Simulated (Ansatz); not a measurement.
Ta$_{4}$GaSe$_{8}$:
```
Ta4GaSe8
1.0
    0.00000     5.16820     5.16820
    5.16820     0.00000     5.16820
    5.16820     5.16820     0.00000
Ta Ga Se
4 1 8
Cartesian
  1.06016   4.10804   4.10804
  1.06016   1.06016   1.06016
  4.10804   4.10804   1.06016
  4.10804   1.06016   4.10804
  5.16820   5.16820   5.16820
  8.92378   6.58081   6.58081
  8.92378   8.92378   8.92378
  6.58081   6.58081   8.92378
  6.58081   8.92378   6.58081
  3.76363   6.57276   6.57276
  3.76363   3.76363   3.76363
  6.57276   6.57276   3.76363
  6.57276   3.76363   6.57276
```

Relaxed with PBEsol. Special points in fractions of this cell's reciprocal vectors: Γ (0.000, 0.000, 0.000); X (0.500, 0.000, 0.500); U (0.625, 0.250, 0.625); K (0.375, 0.375, 0.750); L (0.500, 0.500, 0.500); W (0.500, 0.250, 0.750).

List the band energies nearest the Fermi level at these points for DFT-PBEsol in the program Ansatz with PAW potentials.

In eV from the Fermi level; about four levels below and three above (degenerate sets whole), none deeper than 8.9 eV; points with the same levels are listed once.

```csv
k,below,above
Γ,-1.36 -1.36 -1.36 -1.26 -1.26,0.09 0.09 0.09
X,-1.75 -0.64 -0.58 -0.33,0.39 0.39 1.44
U,-1.46 -0.71 -0.63 -0.11,0.28 0.30 1.48
L,-1.93 -1.93 -1.80 -0.83 -0.83,0.05 0.24 0.24
W,-1.29 -0.76 -0.59 -0.04,0.16 0.33 1.66
```

Space group F-43m. The first step of the workflow began from a Materials Project structure, measured or hypothetical; the Crystallography Open Database files this formula in space group No. 216, but the cells were not matched. Its standing as an ambient phase is unchecked. The PBEsol relaxation kept the symmetry of its start; its stability against distortions is not shown here. No spin polarisation was allowed. With an odd number of electrons in the cell and no spin polarisation, the count alone makes it a metal. Scalar-relativistic: spin–orbit coupling is off unless named, which matters more the heavier the elements.

Potentials: the later of the program's two PAW sets.
